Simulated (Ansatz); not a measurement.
Input:

Al$_{2}$O$_{3}$ (corundum)

```cif
data_Al12O18
_chemical_formula_sum 'Al12 O18'
_space_group_name_H-M_alt 'R-3c :H'
_space_group_IT_number 167
_space_group_name_Hall '-R 3 2"c'
_cell_length_a 4.77380
_cell_length_b 4.77380
_cell_length_c 13.01451
_cell_angle_alpha 90.000
_cell_angle_beta 90.000
_cell_angle_gamma 120.000
loop_
_atom_site_label
_atom_site_type_symbol
_atom_site_symmetry_multiplicity
_atom_site_Wyckoff_symbol
_atom_site_fract_x
_atom_site_fract_y
_atom_site_fract_z
_atom_site_occupancy
Al1 Al 12 c 0.00000 0.00000 0.14792 1
O1 O 18 e 0.30585 0.30585 0.75000 1
```
(The calculation used a cell of 10 atoms; values per cell refer to that cell.)

E(V) scan at fixed shape, V₀ the volume above. The atoms relax within the cell's symmetry.

Level of theory: PBEsol (plane waves to 420 eV, PAW, scalar-relativistic; Ansatz, an electronic-structure program). k mesh 9×9×9 (Γ-centred), Fermi-Dirac smearing 0.05 eV. The energy includes the smearing's −TS. Stress and pressure are positive under compression. With the shape held, the modulus is that of even scaling; a crystal free to change shape is softer. Al2O3 was relaxed with its symmetry unable to fall. ΔE is measured from the relaxed starting cell.

The scan covers V/V₀ from 0.940 to 1.060 in 13 points.

What bulk modulus at fixed cell shape B₀ follows from a third-order Birch-Murnaghan fit?

242 GPa.

What is the fitted pressure derivative B₀′?

4.0.

(Under strain, the slope of the energy per volume gives the stress and its curvature an elastic modulus.)
